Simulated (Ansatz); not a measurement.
According to plane-wave PAW PBEsol (Ansatz code), TaAg in the orthorhombic phase (Pmma; Ag on 2e, Ta on 2f) relaxes to a = 4.709 Å, b = 2.751 Å, c = 5.220 Å. Its formation energy from the elements is 0.33 eV/atom, with no fitted shifts.

Electronic character: metallic (no gap). Gap from PBEsol with spin–orbit coupling: none (metallic).

An equation-of-state fit gives a bulk modulus of 175 GPa. The highest mode at Γ lies at 180 cm^-1.

The start of the workflow was typed in or built on a structure type; neither database checked (COD, Materials Project) lists it. Its standing as an ambient phase is unchecked. The cell was relaxed with PBEsol under the symmetry of its start; phonons show weakly imaginary modes. No spin polarisation was allowed. Its formation energy is positive at this level, so the cell may be metastable or incomplete. As this level gives no gap, phonon frequencies hold no LO–TO term and depend on the k-mesh and smearing (Fermi–Dirac, 0.1 eV here). Axis ratios of metals converge slowly with the k-mesh, so a and c are less sure than the volume. The references are the lowest solids computed at this level, not always the standard phases. Scalar-relativistic: spin–orbit coupling is off unless named, which matters more the heavier the elements.

Potentials: the later of the program's two PAW sets.
